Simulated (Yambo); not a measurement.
G0W0@PBEsol for TiNCl (space group Pmmn, No. 59) in Yambo. Reference settings: 4×4×1 Γ-centred k mesh, bands 3 to 155 and a 7 Ry block in the screening, 155 bands in G with the Bruneval-Gonze terminator, plasmon pole fitted at 27.2 eV. The PBEsol gap Γ → Γ on this mesh is 0.57 eV; G0W0 gaps are taken between the same points.

| change from the reference | G0W0 gap Γ → Γ (eV) | shift of the valence edge (eV) |
|---|---|---|
| reference settings | 1.30 | 0.29 |
| 102 bands in G, no terminator | 1.34 | 0.74 |
| no random integration | 1.27 | 0.26 |
| 63 bands in G, no terminator | ___ | 1.08 |
| 6 Ry block | 1.28 | 0.32 |
| 2×2×1 mesh | 1.28 | 0.37 |
| 3 Ry block | ___ | 0.53 |
| 76 bands in W | 1.33 | 0.41 |

**Question.** Estimate the withheld gaps from the other rows; the computed values follow.

**Answer.** 
- 63 bands in G, no terminator, G0W0 gap Γ → Γ (eV): 1.24
- 3 Ry block, G0W0 gap Γ → Γ (eV): 1.41

The reference isn't shown to be the converged limit.

Geometry relaxed with PBE+D3(BJ); primitive cell a = 3.249 Å, b = 3.928 Å, c = 7.766 Å, α = β = γ = 90.00°.

A shift is the quasiparticle energy of the state minus its PBEsol energy.
